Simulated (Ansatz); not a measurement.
BaF$_{2}$ (fluorite, space group No. 225), DFT-PBE in the program Ansatz with PAW potentials. The conduction-band minimum lies at Γ, with 1 equivalent valley. Second derivatives d²E/dk² of the lowest band at one valley (eV·Å²), along Cartesian directions:

```csv
direction,d²E/dk²
[100],15.50
[010],15.50
[001],15.50
[110],15.50
[101],15.50
[011],15.50
```

Task: Find the principal effective masses, the density-of-states mass and the conductivity mass.

Result: Off-diagonal terms follow from H_xy = H[110] − (H_xx + H_yy)/2, and m*/mₑ = 7.620 eV·Å² over each eigenvalue: 0.49, 0.49, 0.49. One valley's DOS mass (m₁m₂m₃)^(1/3) = 0.49, conductivity mass 3/(Σ 1/mᵢ) = 0.49 mₑ.

Task: What effective density of states Nc follows at 300 K for parabolic valleys?

Result: Nc = 2.509e19 × 1 × (0.49)^(3/2) ≈ 8.6e18 cm⁻³.

Space group Fm-3m (fluorite). Symmetry was held in the PBE relaxation. Spin–orbit coupling is left out wherever it is not named.

Potentials: the earlier of the program's two PAW sets.

Edges and masses are those of Kohn–Sham bands, whose gap is no quasiparticle gap.
